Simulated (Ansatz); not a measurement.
Ansatz (a first-principles code) input:

Ansatz 0.2 input:
```yaml
crystal:
  lattice:
    - [0.0, 5.3596011531, 5.3596011531]
    - [5.3596011531, 0.0, 5.3596011531]
    - [5.3596011531, 5.3596011531, 0.0]
  atoms:
    - { symbol: Cs, position: [0.75, 0.75, 0.75] }
    - { symbol: Cs, position: [0.25, 0.25, 0.25] }
    - { symbol: Li, position: [0.5, 0.5, 0.5] }
    - { symbol: Ir, position: [0.0, 0.0, 0.0] }
    - { symbol: C, position: [0.8126914144, 0.1873085856, 0.1873085856] }
    - { symbol: C, position: [0.1873085856, 0.8126914144, 0.8126914144] }
    - { symbol: C, position: [0.1873085856, 0.8126914144, 0.1873085856] }
    - { symbol: C, position: [0.8126914144, 0.1873085856, 0.8126914144] }
    - { symbol: C, position: [0.1873085856, 0.1873085856, 0.8126914144] }
    - { symbol: C, position: [0.8126914144, 0.8126914144, 0.1873085856] }
    - { symbol: N, position: [0.2956759177, 0.7043240823, 0.7043240823] }
    - { symbol: N, position: [0.7043240823, 0.2956759177, 0.2956759177] }
    - { symbol: N, position: [0.7043240823, 0.2956759177, 0.7043240823] }
    - { symbol: N, position: [0.2956759177, 0.7043240823, 0.2956759177] }
    - { symbol: N, position: [0.7043240823, 0.7043240823, 0.2956759177] }
    - { symbol: N, position: [0.2956759177, 0.2956759177, 0.7043240823] }
kpoints:
  mp_grid: { grid: [5, 5, 5] }
hamiltonian:
  xc: r2scan
  pseudopotentials: { kind: paw }
scf:
  occupations: { method: fixed }
checkpoint: { read: static.run }
output: { write_density: true, elf: true, volumetric_format: npy }
```

Output (shortened):

```
Pseudopotentials: kind: paw
Pseudopotential: Cs, paw, valence charge 9
Pseudopotential: Li, paw, valence charge 3
Pseudopotential: Ir, paw, valence charge 17
Pseudopotential: C, paw, valence charge 4
Pseudopotential: N, paw, valence charge 5
Functional definition: r2SCAN
Crystal: 16 atoms, lattice volume = 307.913 Å³
Basis set: ecut = 500 eV, 7799 PW (Γ), exchange–correlation on 240×240×240 points (64 copies of the dense FFT grid, shifted against one another)
Bands: 62, of which v1, the nominal top of the filled ones, is band 46 counted from 1 (45 counted from 0)
Symmetry: 48 space group operations
Space group: Fm-3m (ITA 225), of the structure as read, at distance tolerance 6.8e-5 Å
k-points: 10 of 125
PAW frozen core: Cs, regenerated for the run's functional
PAW frozen core: Ir, regenerated for the run's functional
PAW frozen core: C, regenerated for the run's functional
PAW frozen core: N, regenerated for the run's functional
Initial density: read from a saved state, or passed on in memory by an earlier SCF of this step, an earlier step, the calling program or the single point that …
Stability of the state it starts from, as read at its close in the unpolarized treatment …
Initial wavefunctions: pseudopotential atomic-orbital guess
Eigensolver: davidson
Functional: x = r2scan, c = r2scan; τ floored in thin density (d = 2e-4 eV/Å³)
iter 1 solved again at ethr=3.14e-8 eV; its pass at ethr=3.10e-3 eV (dr2=2.89e-5 eV) is discarded
SCF iter   1: F=—  HF=-27349.723266 eV  |F-HF|=—  |Δ(HF+E_count)|=         —  Δρ=5.36e-7  dr2=3.92e-10  dr2_τ=5.20e-11  ethr=3.14e-8  ⟨swp⟩=4.0  Hψ=4162  notcnv=0  defer=138
all-band conjugate gradients solve this SCF's bands
preconditioner: auto → Resta (q_TF=auto, 2.231 Å⁻¹)
SCF iter   2: F=-27349.723266 eV  HF=-27349.723266 eV  |F-HF|=5.82e-11  |Δ(HF+E_count)|=   3.86e-9  Δρ=2.78e-7  dr2=1.20e-10  dr2_τ=4.99e-11  ethr=1.00e-12  ⟨swp⟩=16.6  Hψ=4157  notcnv=0
SCF 1 converged in 2 iterations: F = -27349.723266 eV  dr2 = 1.20e-10
SCF converged after 2 iterations
Free energy (F): -27349.723266 eV
Harris-Foulkes:  -27349.723266 eV  (|F-HF|=5.82e-11)
Internal energy: -27349.723266 eV  (E = F + TS)
E sigma→0 (E₀):  -27349.723266 eV
Fermi energy:    1.502910 eV
--- Per-component energies (eV) ---
  E_band       = -948.882489
  E_kinetic    = 2217.394808
  E_local      = -7218.453341  (includes V_loc(G=0)·N_el)
  E_nonlocal   = 545.836024
  E_hartree    = 2687.086376
  E_xc         = -1217.074869
  E_vxc        = -1507.911552  (∫ρ·V_xc dr)
  E_paw        = -20835.164187  (= ΣΔE_a)
  E_vpaw       = -450.992694  (= ΣTr[D̂ρ^β])
  E_aug_tail   = 0.000011  (compensation charges beyond the density's cutoff)
  E_vtau       = 91.071536  (kinetic-family band-sum trace: ∫τ·v_τ [+ j·A + Jᵃ·Aᵃ] dr)
  E_ewald      = -3528.804922
  E_core_change = -0.543165  (= ΣΔE_core)
  E_smearing   =  0.000000  (= −TS)
  E_closure    = 0.000000  (closes the sum)
  Σ components = -27349.723266   (vs F -27349.723266, Δ=0.00e0)
  [band-id]    e_kinetic+e_local+e_nonlocal+2·e_hartree+e_vxc+e_vpaw+e_augmentation_tail+e_vtau = -948.882457   (vs E_band -948.882489, Δ=3.21e-5)
--- Band table (eV; the first three rows and the last of 10) ---
  k-point 0: bands = ["-91.6533", "-47.9163", "-47.9163", "-47.9163", "-41.2428", "-18.6681", "-18.6551", "-15.4243", "-15.2561", "-15.2561", "-15.2561", "-15.2021", "-15.2021", "-6.7317", "-5.2274", "-5.2274", "-5.2165", "-5.2165", "-5.2165", "-5.1346", "-5.1346", "-5.1346", "-3.5086", "-3.5086", "-3.5086", "-2.2431", "-2.1391", "-2.1391", "-2.1391", "-0.7032", "-0.7032", "-0.6096", "-0.6096", "-0.6096", "-0.3921", "-0.3921", "-0.3921", "-0.2028", "-0.2028", "-0.2028", "0.1268", "0.1268", "0.1268", "1.1011", "1.1011", "1.1011", "7.5130", "7.5404", "7.5404", "7.5404", "7.5997", "7.5997", "8.1434", "8.1434", "8.1434", "8.7086", "8.7086", "8.7086", "9.2730", "9.2730", "10.2347", "10.3863"]
  k-point 1: bands = ["-91.6533", "-47.9163", "-47.9163", "-47.9163", "-41.2428", "-18.6665", "-18.6560", "-15.4109", "-15.2732", "-15.2519", "-15.2519", "-15.2067", "-15.2067", "-6.7132", "-5.2436", "-5.2436", "-5.2007", "-5.2007", "-5.1833", "-5.1324", "-5.1324", "-5.1071", "-3.6498", "-3.4316", "-3.4316", "-2.1994", "-2.1288", "-2.1288", "-2.0462", "-1.0967", "-1.0967", "-0.7714", "-0.5691", "-0.5691", "-0.4552", "-0.4552", "-0.3502", "-0.2245", "-0.0716", "-0.0716", "0.0760", "0.2328", "0.2328", "1.1739", "1.1986", "1.1986", "7.5060", "7.5638", "7.5638", "7.7814", "7.7814", "7.7937", "8.1712", "8.1712", "8.2709", "8.7360", "8.7360", "8.8144", "9.2700", "9.2700", "9.9680", "10.1704"]
  k-point 2: bands = ["-91.6533", "-47.9163", "-47.9163", "-47.9163", "-41.2428", "-18.6627", "-18.6587", "-15.3764", "-15.3137", "-15.2421", "-15.2421", "-15.2170", "-15.2170", "-6.6823", "-5.2670", "-5.2670", "-5.1664", "-5.1664", "-5.1392", "-5.1392", "-5.1141", "-5.0723", "-3.8456", "-3.2879", "-3.2879", "-2.2776", "-2.1174", "-2.1174", "-1.6764", "-1.4589", "-1.4589", "-1.1396", "-0.7140", "-0.7140", "-0.4677", "-0.4677", "-0.2497", "-0.2454", "-0.0529", "-0.0529", "-0.0430", "0.4512", "0.4512", "1.2817", "1.3348", "1.3348", "7.4730", "7.6605", "7.6605", "7.9204", "7.9204", "8.4553", "8.4935", "8.4935", "8.5005", "8.6926", "8.6926", "9.0279", "9.2996", "9.3715", "9.3715", "9.7739"]
  k-point 9: bands = ["-91.6533", "-47.9163", "-47.9163", "-47.9163", "-41.2428", "-18.6614", "-18.6593", "-15.3557", "-15.3121", "-15.2573", "-15.2501", "-15.2271", "-15.2103", "-6.6627", "-5.3120", "-5.2541", "-5.1634", "-5.1472", "-5.1321", "-5.1012", "-5.0833", "-5.0751", "-3.6145", "-3.4699", "-3.3521", "-2.2399", "-2.1788", "-2.0772", "-1.9602", "-1.4578", "-1.3556", "-1.1214", "-0.6956", "-0.6095", "-0.5505", "-0.5212", "-0.4166", "-0.3143", "-0.1838", "-0.0626", "0.2554", "0.3678", "0.4694", "1.2408", "1.3796", "1.4994", "7.6577", "7.7792", "7.8606", "8.0904", "8.1719", "8.2450", "8.4262", "8.5371", "8.6613", "8.7984", "8.9141", "8.9318", "9.2085", "9.2806", "9.3744", "9.5444"]
  band table: 62 of 62 bands, residual norms ≤ 1.0e-3 eV
```

Cost: roughly 19 core-seconds on shared cores.

The workflow started from a Materials Project entry (that database holds measured and hypothetical structures alike); the Crystallography Open Database files this formula in space group No. 225, but the cells were not matched. Its standing as an ambient phase is unchecked. The r²SCAN relaxation kept the symmetry of its start; whether a distortion lowers the energy is not shown. The run is not spin-polarised. Spin–orbit coupling is left out wherever it is not named.

Potentials: the later of the program's two PAW sets.

Ansatz is a plane-wave DFT program.
